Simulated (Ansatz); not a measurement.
## LiMg under strain

Method: DFT PBEsol, scalar-relativistic, plane waves, PAW (Ansatz). Run with 420 eV cutoff, 15×15×4 k-mesh, Gaussian smearing of 0.10 eV, no spin polarisation.

Reference structure (relaxed):

```xyz
6
Lattice="3.0966 0.0000 0.0000 -1.5483 2.6817 0.0000 0.0000 0.0000 15.0513" Properties=species:S:1:pos:R:3 pbc="T T T"
Li    0.0000    0.0000    0.0000
Li    1.5483    0.8939    5.0171
Li    0.0000    1.7878   10.0342
Mg    1.5483    0.8939   12.5427
Mg    0.0000    1.7878    2.5085
Mg    0.0000    0.0000    7.5256
```

Deformation: shear that moves c along a by the strain times its height over the a-b plane, the cell held and the atoms relaxed, all within the symmetry that the strain leaves. Energies are extrapolated to zero smearing.

```
strain (%)  ΔE (meV/atom) a (Å) b (Å) c (Å)
      +0.0            0.0  3.097  3.097  15.051
      +1.0            0.0  3.097  3.097  15.052
      +2.0            0.2  3.097  3.097  15.054
      +3.0            0.5  3.097  3.097  15.058
      +4.0            0.9  3.097  3.097  15.063
      +6.0            2.3  3.097  3.097  15.078
```

Q: Does one stiffness describe the whole range?

A: No: the innermost pair of points gives (1/V) d²E/dε² = 8 GPa and a cubic fit over all points 7 GPa, so terms beyond the third order count over this range.